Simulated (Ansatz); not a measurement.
Ansatz (an electronic-structure program) input:

Ansatz 0.2 input:
```yaml
crystal:
  lattice:
    - [2.9885155598, 5.1765762776, 0.0]
    - [-2.9885155598, 5.1765762776, 0.0]
    - [-1.8958418931, 0.0, 5.7213455122]
  atoms:
    - { symbol: Rh, position: [0.8333919762, 0.8333919762, 0.0] }
    - { symbol: Rh, position: [0.1666080238, 0.1666080238, 0.0] }
    - { symbol: Cl, position: [0.5723952351, 0.077700482, 0.2288952824] }
    - { symbol: Cl, position: [0.4276047649, 0.922299518, 0.7711047176] }
    - { symbol: Cl, position: [0.077700482, 0.5723952351, 0.7711047176] }
    - { symbol: Cl, position: [0.922299518, 0.4276047649, 0.2288952824] }
    - { symbol: Cl, position: [0.7776556575, 0.2223443425, 0.7694464339] }
    - { symbol: Cl, position: [0.2223443425, 0.7776556575, 0.2305535661] }
kpoints:
  mp_grid: { grid: [5, 5, 4] }
  band_path:
    path:
      - [[0.0, 0.0, 0.0], [0.5, 0.5, 0.0], [0.5, 0.5, 0.5], [0.0, 0.0, 0.5], [0.0, 0.0, 0.0]]  # Γ-Y-M-A-Γ
      - [[0.0, 0.5, 0.5], [0.0, 0.0, 0.0], [0.0, 0.5, 0.0]]  # L_2-Γ-V_2
      - [VBM, CBM]
    npoints: 12
hamiltonian:
  xc: r2scan
  dispersion: d4
  pseudopotentials: { kind: paw }
magnetization: { noncollinear: true, spin_orbit: true }
scf:
  n_extra_bands: 16
  convergence: { dr2_threshold: 0.0000000001 }
  occupations: { method: gaussian, width: 0.01 }
checkpoint: { write: soc.run }
output: { eigenvalues: true }
```

Output (shortened):

```
Pseudopotential: Rh, paw_fr, valence charge 17
Pseudopotential: Cl, paw_fr, valence charge 7
Functional definition: r2SCAN
non-collinear run that drives no moment, with spin-orbit …
Crystal: 8 atoms, lattice volume = 177.022 Å³
Basis set: ecut = 500 eV, 4463 PW (Γ), exchange–correlation on 180×180×180 points (64 copies of the dense FFT grid, shifted against one another)
Bands: 92, of which v1, the nominal top of the filled ones, is band 76 counted from 1 (75 counted from 0)
Symmetry: 4 space group operations + 4 with time reversal
k-points: 33 of 100
Projection manifold: j_resolved (fully-relativistic pseudo-atomic orbitals)
SCF iter   1: F=—  HF=-19325.016158 eV  |F-HF|=—  |Δ(HF+E_count)|=         —  Δρ=7.91e-2  dr2=1.12e1  dr2_τ=1.21e-1  dr2_m=0.00e0 (ungated)  ethr=3.10e-3  |M|=0.00e0 ∫|m|=0.00e0 μB  |m|>n=0.0e0 m-floor=0.0e0 τ_xc=0.0e0  β_m=0.30  ⟨swp⟩=9.3  Hψ=7573  notcnv=0  defer=2
preconditioner: auto → Resta (q_TF=auto, 2.370 Å⁻¹)
spin=Noncollinear: Resta preconditioning applied to the charge; magnetization (m_x, m_y, m_z) channels mix plain (no charge-response kernel on spin).
SCF iter   2: F=—  HF=-19323.655804 eV  |F-HF|=—  |Δ(HF+E_count)|=    1.36e0  Δρ=5.65e-2  dr2=1.80e0  dr2_τ=5.17e-2  dr2_m=0.00e0 (ungated)  ethr=3.10e-3  |M|=0.00e0 ∫|m|=0.00e0 μB  |m|>n=0.0e0 m-floor=0.0e0 τ_xc=0.0e0  β_m=0.37  ⟨swp⟩=3.3  Hψ=2841  notcnv=0  defer=264
SCF iter   3: F=—  HF=-19323.654391 eV  |F-HF|=—  |Δ(HF+E_count)|=   1.41e-3  Δρ=3.42e-2  dr2=5.51e-1  dr2_τ=1.08e-2  dr2_m=0.00e0 (ungated)  ethr=2.37e-3  |M|=0.00e0 ∫|m|=0.00e0 μB  |m|>n=0.0e0 m-floor=0.0e0 τ_xc=0.0e0  β_m=0.60  ⟨swp⟩=2.0  Hψ=1514  notcnv=0  defer=264
SCF iter   4: F=—  HF=-19323.684829 eV  |F-HF|=—  |Δ(HF+E_count)|=   3.04e-2  Δρ=2.86e-3  dr2=1.43e-2  dr2_τ=1.77e-4  dr2_m=0.00e0 (ungated)  ethr=7.25e-4  |M|=0.00e0 ∫|m|=0.00e0 μB  |m|>n=0.0e0 m-floor=0.0e0 τ_xc=0.0e0  β_m=0.80  ⟨swp⟩=2.4  Hψ=2370  notcnv=0  defer=264
SCF iter   5: F=—  HF=-19323.687834 eV  |F-HF|=—  |Δ(HF+E_count)|=   3.01e-3  Δρ=1.23e-3  dr2=2.82e-3  dr2_τ=6.57e-5  dr2_m=0.00e0 (ungated)  ethr=1.88e-5  |M|=0.00e0 ∫|m|=0.00e0 μB  |m|>n=0.0e0 m-floor=0.0e0 τ_xc=0.0e0  β_m=0.90  ⟨swp⟩=2.1  Hψ=2460  notcnv=0  defer=264
SCF iter   6: F=—  HF=-19323.688234 eV  |F-HF|=—  |Δ(HF+E_count)|=   4.00e-4  Δρ=2.76e-4  dr2=1.89e-4  dr2_τ=1.83e-6  dr2_m=0.00e0 (ungated)  ethr=3.71e-6  |M|=0.00e0 ∫|m|=0.00e0 μB  |m|>n=0.0e0 m-floor=0.0e0 τ_xc=0.0e0  β_m=0.95  ⟨swp⟩=2.4  Hψ=2086  notcnv=0  defer=264
SCF iter   7: F=—  HF=-19323.688291 eV  |F-HF|=—  |Δ(HF+E_count)|=   5.69e-5  Δρ=6.83e-5  dr2=1.09e-5  dr2_τ=2.12e-7  dr2_m=0.00e0 (ungated)  ethr=2.48e-7  |M|=0.00e0 ∫|m|=0.00e0 μB  |m|>n=0.0e0 m-floor=0.0e0 τ_xc=0.0e0  β_m=0.97  ⟨swp⟩=2.3  Hψ=2139  notcnv=0  defer=264
SCF iter   8: F=—  HF=-19323.688293 eV  |F-HF|=—  |Δ(HF+E_count)|=   1.87e-6  Δρ=1.37e-5  dr2=3.12e-7  dr2_τ=6.76e-9  dr2_m=0.00e0 (ungated)  ethr=1.43e-8  |M|=0.00e0 ∫|m|=0.00e0 μB  |m|>n=0.0e0 m-floor=0.0e0 τ_xc=0.0e0  β_m=0.99  ⟨swp⟩=2.1  Hψ=2182  notcnv=0  defer=264
SCF iter  12: F=-19323.688123 eV  HF=-19323.688123 eV  |F-HF|=1.82e-11  |Δ(HF+E_count)|=  8.37e-11  Δρ=1.19e-7  dr2=2.74e-11  dr2_τ=7.23e-13  dr2_m=0.00e0 (ungated)  ethr=1.00e-12  |M|=0.00e0 ∫|m|=0.00e0 μB  |m|>n=0.0e0 m-floor=0.0e0 τ_xc=0.0e0  ⟨swp⟩=13.6  Hψ=5597  notcnv=0
SCF 1 converged in 12 iterations: F = -19323.688123 eV  dr2 = 2.74e-11
NSCF: frozen V_eff on 68 k-points
NSCF: frozen V_eff on 68 k-points
NSCF: frozen V_eff on 68 k-points
NSCF: frozen V_eff on 68 k-points
NSCF: frozen V_eff on 51 k-points
NSCF: frozen V_eff on 9 k-points
NSCF: frozen V_eff on 14 k-points
NSCF: frozen V_eff on 14 k-points
NSCF: frozen V_eff on 3 k-points
NSCF: frozen V_eff on 9 k-points
NSCF: frozen V_eff on 7 k-points
NSCF: frozen V_eff on 3 k-points
NSCF: frozen V_eff on 87 k-points
SCF converged after 12 iterations
Magnetization: |M| = 0.0000 μB,  M = (+0.0000, +0.0000, +0.0000) μB
Absolute magnetization: 0.0000 μB (∫|m|)
  site 0: m = (+0.0000, +0.0000, +0.0000) μB, |m| = 0.0000 μB  (R = 0.97 Å)
  site 1: m = (+0.0000, +0.0000, +0.0000) μB, |m| = 0.0000 μB  (R = 0.97 Å)
  site 2: m = (+0.0000, +0.0000, +0.0000) μB, |m| = 0.0000 μB  (R = 0.97 Å)
  site 3: m = (+0.0000, +0.0000, +0.0000) μB, |m| = 0.0000 μB  (R = 0.97 Å)
  site 4: m = (+0.0000, +0.0000, +0.0000) μB, |m| = 0.0000 μB  (R = 0.97 Å)
  site 5: m = (+0.0000, +0.0000, +0.0000) μB, |m| = 0.0000 μB  (R = 0.97 Å)
  site 6: m = (+0.0000, +0.0000, +0.0000) μB, |m| = 0.0000 μB  (R = 0.97 Å)
  site 7: m = (+0.0000, +0.0000, +0.0000) μB, |m| = 0.0000 μB  (R = 0.97 Å)
Free energy (F): -19323.688123 eV
Harris-Foulkes:  -19323.688123 eV  (|F-HF|=1.82e-11)
Internal energy: -19323.688123 eV  (E = F + TS)
E sigma→0 (E₀):  -19323.688123 eV
Fermi energy:    5.909224 eV
--- Per-component energies (eV) ---
  E_band       = -840.073454
  E_kinetic    = 2107.137913
  E_local      = -8499.905436  (includes V_loc(G=0)·N_el)
  E_nonlocal   = 880.787532
  E_hartree    = 3268.982994
  E_xc         = -1054.236036
  E_vxc        = -1428.280290  (∫ρ·V_xc dr)
  E_paw        = -11191.077972  (= ΣΔE_a)
  E_vpaw       = -520.792451  (= ΣTr[D̂ρ^β])
  E_aug_tail   = 0.001614  (compensation charges beyond the density's cutoff)
  E_vtau       = 83.011765  (kinetic-family band-sum trace: ∫τ·v_τ [+ j·A + Jᵃ·Aᵃ] dr)
  E_ewald      = -4832.955645
  E_disp       = -0.866185  (pairwise vdW)
  E_core_change = -1.556902  (= ΣΔE_core)
  E_smearing   =  0.000000  (= −TS)
  E_closure    =  0.000000  (closes the sum)
  Σ components = -19323.688123   (vs F -19323.688123, Δ=0.00e0)
  [band-id]    e_kinetic+e_local+e_nonlocal+2·e_hartree+e_vxc+e_vpaw+e_augmentation_tail+e_vtau = -840.073364   (vs E_band -840.073454, Δ=9.02e-5)
--- Band table (eV; the first three rows and the last of 33) ---
  k-point 0: bands = ["-75.4862", "-75.4862", "-75.4842", "-75.4842", "-45.2453", "-45.2453", "-45.2357", "-45.2357", "-41.4158", "-41.4158", "-41.3914", "-41.3914", "-41.3865", "-41.3865", "-41.3832", "-41.3832", "-11.4012", "-11.4012", "-10.2918", …
  k-point 1: bands = ["-75.4862", "-75.4862", "-75.4842", "-75.4842", "-45.2453", "-45.2453", "-45.2357", "-45.2357", "-41.4158", "-41.4158", "-41.3914", "-41.3914", "-41.3865", "-41.3865", "-41.3832", "-41.3832", "-11.3316", "-11.3316", "-10.3762", …
  k-point 2: bands = ["-75.4862", "-75.4862", "-75.4842", "-75.4842", "-45.2453", "-45.2453", "-45.2357", "-45.2357", "-41.4158", "-41.4158", "-41.3914", "-41.3914", "-41.3865", "-41.3865", "-41.3832", "-41.3832", "-11.2453", "-11.2453", "-10.4905", …
  k-point 32: bands = ["-75.4854", "-75.4854", "-75.4850", "-75.4850", "-45.2415", "-45.2415", "-45.2395", "-45.2395", "-41.4080", "-41.4080", "-41.4025", "-41.4025", "-41.3847", "-41.3847", "-41.3818", "-41.3818", "-10.8649", "-10.8649", "-10.6998", …
```

Cost: very roughly 30 core-minutes on shared cores.

Space group C2/m. The first step of the workflow began from a Materials Project structure, measured or hypothetical; the Crystallography Open Database files this formula in space group No. 12, but the cells were not matched. Whether it is the stable phase at ambient conditions was not checked. The r²SCAN+D4 relaxation kept the symmetry of its start; its stability against distortions is not shown here. The run is not spin-polarised.

Potentials: the later of the program's two PAW sets.

Ansatz is a plane-wave DFT program.
